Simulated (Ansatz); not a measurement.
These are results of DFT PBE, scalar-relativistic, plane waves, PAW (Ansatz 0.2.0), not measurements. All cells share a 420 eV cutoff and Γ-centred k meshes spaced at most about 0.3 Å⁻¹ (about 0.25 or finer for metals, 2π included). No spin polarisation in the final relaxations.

All energies are static (0 K, no zero-point motion). All come from trial cells, and lower structures may exist.

**Question.** Which of these relaxed structures of TaHO2 is the lowest in energy?
1.

Space group P-6m2 (No. 187). a = 2.944 Å, b = 2.944 Å, c = 5.601 Å, α = 90.00°, β = 90.00°, γ = 120.00°
```
atom  site  symmetry       x       y       z
  Ta    1a      -6m2  0.0000  0.0000  0.0000
   H    1d      -6m2  0.3333  0.6667  0.5000
   O    2i       3m. 0.6667  0.3333  0.2200
```

2.

Space group P6_3/mmc (No. 194). a = 2.911 Å, b = 2.911 Å, c = 10.322 Å, α = 90.00°, β = 90.00°, γ = 120.00°
```csv
atom,site,symmetry,x,y,z
Ta,2c,-6m2,0.6667,0.3333,0.7500
H,2a,-3m.,0.0000,0.0000,0.0000
O,4f,3m.,0.3333,0.6667,0.8745
```

3.

Space group Pmn2_1 (No. 31). a = 2.954 Å, b = 5.052 Å, c = 5.115 Å, α = 90.00°, β = 90.00°, γ = 90.00°
| atom | site | symmetry | x | y | z |
| --- | --- | --- | --- | --- | --- |
| Ta | 2a | m.. | 0.5000 | 0.0003 | 0.2499 |
| H | 2a | m.. | 0.0000 | 0.5263 | 0.0836 |
| O | 2a | m.. | 0.0000 | 0.2508 | 0.0828 |
| O | 2a | m.. | 0.5000 | 0.2605 | 0.5837 |

**Answer.** 3. It has space group Pmn2_1 (No. 31); the next, 2, with space group P6_3/mmc (No. 194), lies 0.82 eV/atom higher. Counting H or O atoms around Ta (for each partner element, those within 1.25 times its shortest distance or 1.15 times the sum of covalent radii, where it is the nearest in units of that sum or under 1.3), the lowest and the next both have Ta 6.

Weakly bound directions are ill-defined at this level, which has no dispersion term (Pmn2_1, P-6m2), and this can change margins and order among such cells. Spin–orbit coupling, which can matter for Ta, is left out. H stands nearly free of neighbours here, and without spin polarisation the energy of such atoms comes out too high. With hydrogen, zero-point motion can shift such differences by 10 meV/atom or more. Cells relaxed within their symmetry can be saddle points. The Pmn2_1 cell of TaHO2 came from shaking the P-6m2 one. Some candidate types were left out of the draw beforehand, so a known form may be missing.
